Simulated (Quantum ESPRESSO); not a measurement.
# Band energies of AgBr at -1.5 % isotropic strain

```
CELL_PARAMETERS angstrom
      0.00000     2.79489     2.79489
      2.79489     0.00000     2.79489
      2.79489     2.79489     0.00000
ATOMIC_POSITIONS crystal
  Br 0.50000 0.50000 0.50000
  Ag 0.00000 0.00000 0.00000
```

PBEsol (pw.x of Quantum ESPRESSO, ONCV potentials, without SOC); path ΓXWKΓLUWLK,UX; energies in eV from the valence-band maximum.

```csv
k (1/Å),point,band 9,band 10,band 11,band 12,band 13,band 14,band 15,band 16
0.00,Γ,-3.20,-3.20,-2.24,-2.24,-2.24,0.50,9.81,9.81
0.22,,-3.23,-3.18,-2.16,-2.16,-2.03,1.41,8.84,9.46
0.56,,-3.38,-3.10,-2.13,-2.13,-1.88,3.33,6.55,7.53
0.90,,-3.41,-3.02,-2.50,-2.50,-2.23,1.72,6.89,8.54
1.12,X,-3.30,-3.00,-2.69,-2.69,-2.52,1.29,6.77,9.24
1.24,,-3.14,-2.77,-2.69,-2.68,-2.43,1.45,6.78,9.13
1.57,,-2.69,-2.66,-2.65,-2.59,-1.85,3.41,7.20,7.53
1.69,W,-2.69,-2.64,-2.60,-2.60,-1.82,3.82,7.02,7.54
1.95,,-2.95,-2.74,-2.52,-2.33,-1.54,3.03,6.72,8.12
2.08,K,-3.01,-2.75,-2.50,-2.29,-1.42,2.78,6.68,8.23
2.18,,-2.93,-2.78,-2.41,-2.27,-0.99,3.34,6.43,7.87
2.48,,-2.92,-2.83,-2.29,-2.14,-0.12,4.81,5.26,7.17
2.78,,-3.07,-2.96,-2.39,-2.04,-0.53,3.18,7.09,7.43
3.08,,-3.18,-3.15,-2.40,-2.17,-1.72,1.19,8.79,9.30
3.28,Γ,-3.20,-3.20,-2.24,-2.24,-2.24,0.50,9.81,9.81
3.38,,-3.19,-3.19,-2.38,-2.10,-2.10,0.73,9.31,9.77
3.71,,-3.04,-3.04,-2.65,-1.08,-1.08,2.56,7.25,8.41
3.92,,-2.91,-2.91,-2.55,-0.44,-0.44,3.31,6.74,7.25
4.25,L,-2.81,-2.81,-2.43,0.00,0.00,3.31,6.48,6.48
4.54,,-2.86,-2.81,-2.47,-0.95,-0.38,4.18,5.15,7.22
4.84,,-2.97,-2.77,-2.49,-2.15,-1.16,3.14,6.48,8.01
4.94,U,-3.01,-2.75,-2.50,-2.29,-1.42,2.78,6.68,8.23
5.14,,-2.89,-2.73,-2.53,-2.38,-1.65,3.28,6.78,8.00
5.33,W,-2.69,-2.64,-2.60,-2.60,-1.82,3.82,7.02,7.54
5.43,,-2.76,-2.73,-2.57,-2.42,-1.71,3.86,6.66,7.57
5.63,,-2.87,-2.80,-2.51,-1.79,-1.10,4.18,5.54,7.79
5.93,,-2.84,-2.81,-2.45,-0.50,-0.19,3.89,5.44,6.84
6.13,L,-2.81,-2.81,-2.43,0.00,0.00,3.31,6.48,6.48
6.22,,-2.82,-2.81,-2.43,-0.11,-0.04,3.44,6.12,6.55
6.47,,-2.88,-2.80,-2.48,-1.18,-0.50,4.13,5.24,7.46
6.73,,-2.97,-2.76,-2.49,-2.18,-1.19,3.09,6.52,8.04
6.82,K,-3.01,-2.75,-2.50,-2.29,-1.42,2.78,6.68,8.23
6.82,U,-3.01,-2.75,-2.50,-2.29,-1.42,2.78,6.68,8.23
6.92,,-3.10,-2.72,-2.58,-2.32,-1.87,2.24,6.78,8.59
7.22,X,-3.30,-3.00,-2.69,-2.69,-2.52,1.29,6.77,9.24
```

The PBEsol gap is indirect, 0.50 eV, from L to Γ; the smallest direct gap is 2.75 eV.

Spin-orbit splittings are left out.

Geometry strained from the cell relaxed with PBEsol, atoms relaxed again.
